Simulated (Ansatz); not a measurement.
BeTe (zinc blende)

```
BeTe
1.0
    0.00000     2.82847     2.82847
    2.82847     0.00000     2.82847
    2.82847     2.82847     0.00000
Te Be
1 1
Direct
  0.75000   0.75000   0.75000
  0.00000   0.00000   0.00000
```

Equation-of-state scan: isotropic scaling of the cell above, V₀ being its volume. Symmetry pins the atoms to their sites.

Calculation: r2SCAN (plane waves to 500 eV, PAW, scalar-relativistic; Ansatz, a first-principles code). k mesh 11×11×11 (Γ-centred), Fermi-Dirac smearing 0.05 eV. Energies are smeared free energies. Compression counts positive. BeTe was relaxed with its symmetry unable to fall. Spin-orbit coupling is left out, though Te is heavy. ΔE is measured from the relaxed starting cell.

| V (Å³/atom) | ΔE (meV/atom) |
|---|---|
| 21.271 | 16.7 |
| 21.610 | 9.2 |
| 21.950 | 4.0 |
| 22.289 | 1.0 |
| 22.628 | 0.0 |
| 22.968 | 0.9 |
| 23.307 | 3.6 |
| 23.647 | 7.9 |
| 23.986 | withheld |

Fit a third-order Birch-Murnaghan form (E₀, V₀, B₀, B₀′ free) to the given rows and predict ΔE at V = 23.986.

Least squares on the 8 given rows: ΔE = E₀ + (9V₀B₀/16)·y²·[2 + (B₀′ − 4)y], y = (V₀/V)^(2/3) − 1, with V₀ = 22.632 Å³/atom, B₀ = 59.48 GPa (160.2 GPa = 1 eV/Å³; the term in eV is multiplied by 1000), B₀′ = 3.59, E₀ = 0.01 meV/atom; root-mean-square residual 0.01 meV/atom. At 23.986 the fit gives 13.8 meV/atom; the calculation gives 13.7 meV/atom, so the extrapolation is off by 0.1 (+0.7 %). For the pressure the fit gives -3.11 GPa against the computed -3.08 GPa.

(Under strain, the slope of the energy per volume gives the stress and its curvature an elastic modulus.)
